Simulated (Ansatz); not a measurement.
BN:
Space group Fmm2 (No. 42); a = 2.490 Å, b = 6.558 Å, c = 4.306 Å, α = β = γ = 90.00°

```csv
atom,site,symmetry,x,y,z
B,4a,mm2,0.0000,0.0000,0.0001
N,4a,mm2,0.0000,0.0000,0.6666
```
(The calculation used a cell of 2 atoms; values per cell refer to that cell.)

Relaxed at zero pressure with DFT-LDA in the program Ansatz with PAW potentials.

The volume is raised by 6 % and shape and atoms relax at that volume. What pressure results, and how do the axes share the change?

-1.1 GPa; a 0.1 %, b 5.8 %, c 0.1 %; the energy rises by 2 meV/atom.

Give the new structure.


Space group Fmm2 (No. 42); a = 2.491 Å, b = 6.938 Å, c = 4.311 Å, α = 90.00°, β = 90.00°, γ = 90.00°

```json
[
 {"atom": "B", "site": "4a", "symmetry": "mm2", "x": "0.0000", "y": "0.0000", "z": "0.0001"},
 {"atom": "N", "site": "4a", "symmetry": "mm2", "x": "0.0000", "y": "0.0000", "z": "0.6666"}
]
```

The phase is kept; no other phase was compared at this pressure.

The workflow started from a Materials Project entry (that database holds measured and hypothetical structures alike); the Crystallography Open Database copy checked does not list it. It is not the phase usual at ambient conditions (space group No. 186, 194, 216). The cell was relaxed with LDA under the symmetry of its start. At this level the phase is mechanically unstable. A crystal of weakly bound layers computed without a dispersion correction: the cell and the soft elastic constants depend strongly on that.

Potentials: the earlier of the program's two PAW sets.
